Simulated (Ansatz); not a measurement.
## SCF log, Ni

Ni is taken as a measured crystal structure (space group Fm-3m), 1 atom in the cell. Source: COD entry 2102269; it may be a high-temperature, high-pressure or metastable form.

All numbers below come from DFT, PBE+U, PAW, plane waves, scalar-relativistic (Ansatz).

Input file:

```yaml
crystal:
  lattice:
    - [0.0, 1.7691, 1.7691]
    - [1.7691, 0.0, 1.7691]
    - [1.7691, 1.7691, 0.0]
  atoms:
    - { symbol: Ni, position: [0.0, 0.0, 0.0], spin: 2.0 }
magnetization:
  spin_polarized: true
hamiltonian:
  xc: pbe
  pseudopotentials: { kind: paw }
  hubbard: { sites: [{ species: Ni, l: d, u_eff: 3.8 }] }
basis:
  ecutwfc: 420
kpoints:
  mp_grid: { grid: [13, 13, 13] }
scf:
  occupations: { method: fermi_dirac, width: 0.1 }
  lower_state_search: "off"
output:
  forces: true
  stress: true
  write_density: true
  write_potential: true
  elf: true
  volumetric_format: npy
```

Launched as:
```sh
ansatz run input.yaml --threads 2 --pin off --max-ram 5120MiB --backend cpu --events-out ev --progress --plain --runs-dir out
```

Output (shortened):

```
Ni: projections on atomic orbitals take those of the free atom [Ne] 3s2 3p6 3d8 4s2, of charge +0.00 (hamiltonian.pseudopotentials.projection_atoms); the dataset's partial waves leave at most 1.6e-6 of an orbital's norm unspanned inside its sphere
Pseudopotentials: kind: paw
Pseudopotential: Ni, paw, valence charge 18, recommended cutoff 420 eV (normal), Ni.paw.azcp
Functional definition: PBE
Crystal: 1 atoms, lattice volume = 11.074 Å³
Basis set: ecut = 420 eV, 181 PW (Γ), exchange–correlation on 36×36×36 points (8 copies of the dense FFT grid, shifted against one another)
Bands: 14, of which v1, the nominal top of the filled ones, is band 9 counted from 1 (8 counted from 0)
Symmetry: 48 space group operations
Space group: Fm-3m (ITA 225), of the structure as read, at distance tolerance 2.2e-5 Å
Magnetic group: BNS 225.116 (UNI 1618), of the structure as read, at distance tolerance 2.2e-5 Å
k-points: 84 of 2197
Non-local potential: Ni, projectors of the file, l = 0: 3, l = 1: 2, l = 2: 3, l = 3: 1
Initial density: superposition of atomic densities (chi_scale 0.1, normalization cell)
Starting moments: Σ|m| = 2 μB on 1 of 1 site
Initial wavefunctions: pseudopotential atomic-orbital guess
Functional: x = pbe(κ = 0.804, μ = 0.2195149727645171), c = pbe(β = 0.06672455060314922)
iter 1 solved again at ethr=7.85e-4 eV; its pass at ethr=3.10e-3 eV (dr2=1.41e-1 eV) is discarded
SCF iter   1: F=—  HF=-5837.315453 eV  |F-HF|=—  |Δ(HF+E_count)|=         —  Δρ=1.34e-1 (↑9.01e-2 ↓1.34e-1)  dr2=1.38e-1  dr2_m=1.26e0  M=0.955 μB ∫|m|=1.112 μB  β_m=0.30  ethr=7.85e-4  ⟨swp⟩=1.0  Hψ=15948  notcnv=0
Mixer restart at iter 1: flushing history
preconditioner: auto → none  [metal: Δε(μ)=0.014 eV  Ē_g=17.674 eV  σ=0.100 eV  W_gap=0.04  n_scr=0 (ndim 8)  ℏωp=35.3 eV  f_vac=0.000  D(μ)=1.47/eV (n_scr^D=14)]
spin-set hold released at iteration 1 (the charge has settled, or the pull on large starting moments outlasts its swing): the magnetisation degrees of freedom join the quasi-Newton model from the next iteration; the mixer history was flushed
SCF iter   2: F=—  HF=-5837.571280 eV  |F-HF|=—  |Δ(HF+E_count)|=   2.56e-1  Δρ=8.62e-2 (↑8.01e-2 ↓8.62e-2)  dr2=4.37e-3  dr2_m=6.96e-1  M=0.927 μB ∫|m|=1.089 μB  β_m=0.65  ethr=7.66e-4  ⟨swp⟩=2.3  Hψ=3846  notcnv=0
SCF iter   3: F=—  HF=-5838.330977 eV  |F-HF|=—  |Δ(HF+E_count)|=   7.60e-1  Δρ=1.41e-1 (↑4.26e-2 ↓1.41e-1)  dr2=1.94e0  dr2_m=2.82e-1  M=0.597 μB ∫|m|=0.784 μB  β_m=0.65  ethr=2.43e-5  ⟨swp⟩=3.6  Hψ=6752  notcnv=0
SCF iter   4: F=—  HF=-5837.969376 eV  |F-HF|=—  |Δ(HF+E_count)|=   3.62e-1  Δρ=1.27e-2 (↑1.27e-2 ↓2.63e-3)  dr2=8.18e-3  dr2_m=4.73e-3  M=0.660 μB ∫|m|=0.832 μB  β_m=0.73  ethr=2.43e-5  ⟨swp⟩=3.8  Hψ=7853  notcnv=0  defer=60
SCF iter   5: F=—  HF=-5837.971505 eV  |F-HF|=—  |Δ(HF+E_count)|=   2.13e-3  Δρ=5.53e-3 (↑2.78e-3 ↓5.53e-3)  dr2=3.07e-3  dr2_m=6.75e-4  M=0.651 μB ∫|m|=0.803 μB  β_m=0.86  ethr=2.43e-5  ⟨swp⟩=1.6  Hψ=3611  notcnv=0  defer=60
SCF iter   6: F=—  HF=-5837.972049 eV  |F-HF|=—  |Δ(HF+E_count)|=   5.44e-4  Δρ=4.89e-4 (↑3.61e-4 ↓4.89e-4)  dr2=5.40e-6  dr2_m=1.16e-5  M=0.660 μB ∫|m|=0.805 μB  β_m=0.88  ethr=1.70e-5  ⟨swp⟩=2.1  Hψ=3067  notcnv=0  defer=60
SCF iter   7: F=—  HF=-5837.972091 eV  |F-HF|=—  |Δ(HF+E_count)|=   4.23e-5  Δρ=2.24e-4 (↑1.33e-4 ↓2.24e-4)  dr2=4.29e-7  dr2_m=2.55e-6  M=0.660 μB ∫|m|=0.804 μB  β_m=0.94  ethr=3.00e-8  ⟨swp⟩=2.3  Hψ=3822  notcnv=0  defer=60
SCF iter   8: F=—  HF=-5837.972101 eV  |F-HF|=—  |Δ(HF+E_count)|=   9.85e-6  Δρ=9.67e-5 (↑1.71e-5 ↓9.67e-5)  dr2=2.76e-7  dr2_m=3.13e-7  M=0.662 μB ∫|m|=0.805 μB  β_m=0.97  ethr=5.56e-10  ⟨swp⟩=9.8  Hψ=15982  notcnv=0
iter 9 did not close the SCF: its close was put off for a magnetic moment that had not settled (scf_convergence_deferred on its scf_iter line)
SCF iter   9: F=-5837.972102 eV  HF=-5837.972102 eV  |F-HF|=1.87e-9  |Δ(HF+E_count)|=   5.30e-7  Δρ=9.76e-6 (↑6.82e-6 ↓9.76e-6)  dr2=1.31e-9  dr2_m=6.77e-9  M=0.662 μB ∫|m|=0.805 μB  β_m=0.98  ethr=5.56e-10  ⟨swp⟩=6.2  Hψ=13497  notcnv=0
SCF iter  10: F=-5837.972102 eV  HF=-5837.972102 eV  |F-HF|=1.26e-10  |Δ(HF+E_count)|=   3.79e-9  Δρ=1.11e-6 (↑5.39e-7 ↓1.11e-6)  dr2=1.92e-11  dr2_m=6.05e-11  M=0.662 μB ∫|m|=0.805 μB  ethr=7.30e-12  ⟨swp⟩=4.4  Hψ=10811  notcnv=0
the last iteration of the SCF fills more bands at one k-point than at another: 9 at σ=↑ k=12 and 10 at σ=↑ k=0; 7 at σ=↓ k=43 and 10 at σ=↓ k=0 (a band counts as filled where it holds over half of its capacity, the bands of one level by their mean; [...]
SCF 1 converged in 10 iterations: F = -5837.972102 eV  dr2 = 1.92e-11
  greatest PAW one-centre occupation: 1.001 electrons in one spin orbital (limit 2), on the Ni atom at site 0 (counted from 0), in its partial waves of l = 1
SCF converged after 10 iterations
Magnetization: 0.6622 μB (9.3311 up, 8.6689 down)
Absolute magnetization: 0.8061 μB (∫|ρ↑−ρ↓|, with the PAW one-centre terms)
Spin contamination: 0.0211 ħ² per cell (⟨S²⟩ above its minimum at these occupations)
Per-site moments (μB) at R_I (Å): [(0.7194, 1.0320)]
Free energy (F): -5837.972102 eV
Harris-Foulkes:  -5837.972102 eV  (|F-HF|=1.26e-10)
Internal energy: -5837.931879 eV  (E = F + TS)
E sigma→0 (E₀):  -5837.951990 eV
Entropy (-TS):   -0.040222 eV (-40.222 meV/atom)
Fermi energy:    17.290227 eV
--- Per-component energies (eV) ---
  E_band       = -295.805130
  E_kinetic    = 283.561319
  E_local      = -3480.739905  (includes V_loc(G=0)·N_el)
  E_nonlocal   = 640.921035
  E_hartree    = 1457.754056
  E_xc         = -84.327777
  E_vxc        = -108.708628  (∫ρ·V_xc dr)
  E_hubbard    = 1.675624  (on-site DFT+U / exact-exchange correction)
  E_vhub       = -13.545296  (the Hubbard potential's part of the band-sum identity)
  E_paw        = -1633.967685  (= ΣΔE_a)
  E_vpaw       = -532.802519  (= ΣTr[D̂ρ^β])
  E_aug_tail   = 0.000488  (compensation charges beyond the density's cutoff)
  E_ewald      = -3022.809035
  E_smearing   = -0.040222  (= −TS)
  E_closure    = -0.000000  (closes the sum)
  Σ components = -5837.972102   (vs F -5837.972102, Δ=0.00e0)
--- Forces (eV/Å), atoms counted from 1 ---
  atom   1  Ni     0.00000000     0.00000000     0.00000000
  max |Σ_I F_I| component: 1.44e-32 eV/Å
--- Stress (GPa, compression-positive) ---
       -1.652554       0.000000      -0.000000
        0.000000      -1.652554      -0.000000
       -0.000000      -0.000000      -1.652554
  P = ⅓ Tr σ = -1.6526 GPa (-16.526 kbar)
--- Band table (eV; the first three rows and the last of 168) ---
  k-point 0 ↑: bands = ["-85.3010", "-45.5879", "-45.5879", "-45.5879", "8.8308", "13.9970", "13.9970", "13.9970", "15.2836", "15.2836", "41.1648", "45.0180", "45.0180", "45.0180"]
  k-point 1 ↑: bands = ["-85.2992", "-45.6001", "-45.5897", "-45.5897", "9.0587", "13.9381", "14.0481", "14.0481", "15.2619", "15.2619", "40.2827", "42.8268", "44.4661", "44.4661"]
  k-point 2 ↑: bands = ["-85.2943", "-45.6337", "-45.5945", "-45.5945", "9.7131", "13.8048", "14.1658", "14.1658", "15.2310", "15.2310", "36.8736", "41.9725", "43.6309", "43.6309"]
  k-point 83 ↓: bands = ["-84.3378", "-44.8418", "-44.8237", "-44.7692", "13.1673", "14.7444", "15.0456", "15.8603", "17.8301", "24.3258", "26.3192", "28.3642", "29.2171", "46.6149"]
```

A static U favours moments and orbital order; the result depends on U and need not be the measured state. With one magnetic atom in the cell its copies can only be parallel; orders in a larger cell may lie lower. Only one magnetic start was run, with no search, so the state need not be the lowest. The U is a test value, not one fitted to this metal, and a U on a metal's d shells tends to overstate moments.

The run took 2 s on 2 threads of Arm Neoverse V2 (shared host), peak memory 0.27 GiB.
